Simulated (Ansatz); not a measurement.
**Question.** Free-standing sheets of MoGe2N4, MA2Z4 (prismatic core, outer Z over the empty site)-type layer and Bi2O2S, Bi2O2Se zipper-type layer are relaxed with plane-wave PAW r²SCAN+D4 (Ansatz code), and their levels computed with HSE06. Aligned at the vacuum level, what band offsets and what type of junction result?

**Answer.** MoGe2N4: VBM -5.90, CBM -4.45 eV; Bi2O2S: VBM -6.25, CBM -3.46 eV. Valence offset 0.35 eV (MoGe2N4 higher), conduction offset 0.99 eV (MoGe2N4 lower): type I (straddling).

Natural alignment of Kohn–Sham levels: no interface dipole, strain or quasiparticle shift.

All cells were relaxed under the symmetry of their starts (and spin orders); stability against distortions was not tested throughout. Rows with no word on spin ran without spin polarisation. Spin–orbit coupling is left out wherever it is not named. Constructed layers (a layer type filled with these elements): MoGe2N4, MA2Z4 (prismatic core, outer Z over the empty site)-type layer; Bi2O2S, Bi2O2Se zipper-type layer.

Potentials: the later of the program's two PAW sets.

Edges and masses are those of Kohn–Sham bands, whose gap is no quasiparticle gap.
